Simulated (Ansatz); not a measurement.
## MgTl: pressure against volume

A database entry relaxed whole under r2SCAN (Pm-3m):

```xyz
2
Lattice="3.6309 0.0000 0.0000 0.0000 3.6309 0.0000 0.0000 0.0000 3.6309" Properties=species:S:1:pos:R:3 pbc="T T T"
Mg    0.0000    0.0000    0.0000
Tl    1.8154    1.8154    1.8154
```

The cell was scaled uniformly, its shape held, and the atoms relaxed at each volume with plane-wave PAW DFT (Ansatz 0.2.0; r2SCAN, 500 eV, 9×9×9 Γ-centred mesh, fermi-dirac occupations of width 0.100 eV; no spin, no spin-orbit coupling). One row is withheld.

```
volume (Å³/atom)  energy over the lowest (meV/atom)  pressure (GPa)
          22.497                               12.4            2.96
          22.976                                5.3            1.86
          23.454                                1.2            0.88
          23.933                                0.0            0.01
          24.412                                1.3           -0.77
          24.890                                  ?               ?
          25.369                               10.2           -2.08
```

Fit the pressures of the other rows to the third-order Birch-Murnaghan form.

With f = [(V₀/V)^(2/3) − 1]/2 and P = 3B₀f(1 + 2f)^(5/2)[1 + 3(B₀′ − 4)f/2], least squares gives V₀ = 23.94 Å³ an atom, B₀ = 41.2 GPa and B₀′ = 4.8; the rows miss the fit by less than 0.01 GPa. The slope of the energies differs from these pressures by 0.06 GPa, since they are taken to zero smearing while pressures follow the free energy.

What does the withheld row hold?

The fit gives -1.47 GPa at 24.890 Å³; the run gave -1.47 GPa and 4.7 meV an atom.

Caveats: the shape of the cell was held; 0 K, fixed nuclei; the symmetry was kept, and this need not be the phase that is stable at 0 K; one mesh for all volumes; pressure is positive in compression.
